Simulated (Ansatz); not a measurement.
Frames from the relaxation of a relaxed ScF3 cell, doubled along one cell vector, shaken by Gaussian noise of σ = 0.08 Å a coordinate, as extended XYZ (Å, eV, eV/Å, GPa with compression positive). Method: PBE (plane waves to 420 eV, PAW, scalar-relativistic; Ansatz, an electronic-structure program). Γ-centred k-mesh 7×7×3 on the run's cell (coarser than for final values), Fermi–Dirac smearing 0.05 eV.

```xyz
8
Lattice="3.8568 0.0000 0.0000 -1.9284 3.3401 0.0000 0.0000 0.0000 8.0884" Properties=species:S:1:pos:R:3:forces:R:3 pbc="T T T" step=1 free_energy=-9134.524 pressure=5.0 accepted=T
F      0.0340     0.0152     1.8975    0.0104   -0.0396    0.6474
F     -0.0913    -0.0274     6.0022   -0.0270    0.1254    2.4338
F      0.1258     2.2614    -0.0245   -1.4897   -0.5474   -0.4322
F      0.0623     2.3145     4.0484   -0.1342   -2.0730    0.4407
F      1.9292     1.1072    -0.0361    0.9661    0.3496   -0.4830
F      1.9732     1.0269     4.0414    0.0703    2.0896    0.4590
Sc    -0.1214     0.0438    -0.0568    0.4063    0.1882    2.1528
Sc     0.0938    -0.0892     4.2164    0.1978   -0.0928   -5.2183
8
Lattice="3.8691 -0.0200 0.0141 -1.9519 3.3519 -0.0128 0.0297 -0.0140 8.0793" Properties=species:S:1:pos:R:3:forces:R:3 pbc="T T T" step=3 free_energy=-9135.406 pressure=-0.1 accepted=T
F      0.0356    -0.0014     2.0044   -0.0085   -0.0048   -0.0298
F      0.0532    -0.0093     6.0465   -0.0163   -0.0040   -0.0605
F      0.0197     2.2261     0.0741   -0.0306   -0.0274    0.1299
F      0.0341     2.2230     4.0485   -0.0299   -0.0176    0.0516
F      1.9470     1.1049    -0.1004    0.0073    0.0195   -0.1423
F      1.9598     1.0994     3.9965    0.0307   -0.0009   -0.0519
Sc    -0.0748     0.0351    -0.0196    0.0386    0.0112    0.0528
Sc     0.0830    -0.0772     4.0190    0.0087    0.0240    0.0504
8
Lattice="3.8550 -0.0113 0.0078 -1.9373 3.3160 -0.0089 0.0163 -0.0122 8.1016" Properties=species:S:1:pos:R:3:forces:R:3 pbc="T T T" step=4 free_energy=-9135.520 pressure=-0.4 accepted=T
F      0.0305    -0.0033     2.0169   -0.0133   -0.0054   -0.1753
F      0.0451    -0.0051     6.0639   -0.0283   -0.0102   -0.0610
F      0.0169     2.2018     0.2748   -0.0150   -0.0167    0.1704
F      0.0301     2.1956     4.1648   -0.0414   -0.0240    0.2242
F      1.9380     1.0983    -0.2875    0.0313    0.0310   -0.2400
F      1.9493     1.0924     3.8908    0.0615   -0.0205   -0.2148
Sc    -0.0549     0.0359    -0.0250    0.0146   -0.0097    0.1335
Sc     0.0697    -0.0645     4.0205   -0.0094    0.0555    0.1630
```

The path has 8 moves and ends in P-3m1 (No. 164), 0.15 eV/atom below its start. Free energies are of the whole cell and compare only within this code, potentials and settings.  No spin polarisation in the result.

Of the parent cell (P6/mmm (No. 191)): The first start was generated by placing the elements on the sites of a structure type. A measured structure of ScF3 has the same space group, P6/mmm (No. 191); the sites were not compared with it.

The end of the path is a generated cell of ScF3: the first start was made by placing the elements on the sites of a structure type, and the end was not matched to a known phase here, so it may be hypothetical.
